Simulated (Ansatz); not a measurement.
The start is a relaxed Be cell, doubled along one cell vector, shaken by Gaussian noise of σ = 0.08 Å a coordinate. Cell shape, volume and atoms are optimised at zero target pressure with PBE (plane waves to 420 eV, PAW, scalar-relativistic; Ansatz, a program for electronic structure). The first steps use a coarse 17×9×17 k-mesh.

The start:
```yaml
crystal:
  lattice:
    - [0.00000, 1.57913, 1.57913]
    - [3.15826, 0.00000, 3.15826]
    - [1.57913, 1.57913, 0.00000]
  atoms:
    - { symbol: Be, position: [0.93672, 0.00988, 0.07040] }
    - { symbol: Be, position: [0.05623, 0.51999, 0.99306] }
```

Question: How much energy is released per atom?

Answer: 0.05 eV/atom.

Question: How do the shortest distances between atoms change?

Answer: The closest pairs of elements (up to four, under 3.6 Å), start → end: Be–Be 2.13 → 2.23 Å.

Question: What band gap does the relaxed structure have at this level?

Answer: Zero (metallic).

Relaxed structure:

Space group Fm-3m (No. 225); a = b = c = 3.158 Å, α = β = γ = 90.00°

```json
[
 {"atom": "Be", "site": "4a", "symmetry": "m-3m", "x": "0.0000", "y": "0.0000", "z": "0.0000"}
]
```
(The calculation used a cell of 1 atom; values per cell refer to that cell.)

Final values are on a 25×25×25 k-mesh of the relaxed cell. No spin polarisation in the result.

The run could not lose the symmetry of its start: the end is stationary, and may be a saddle point rather than a minimum.

The relaxed structure here is a generated cell of Be: the first start was made by placing the elements on the sites of a structure type, and the end was not matched to a known phase here, so it may be hypothetical. Known forms of Be include space group No. 194.
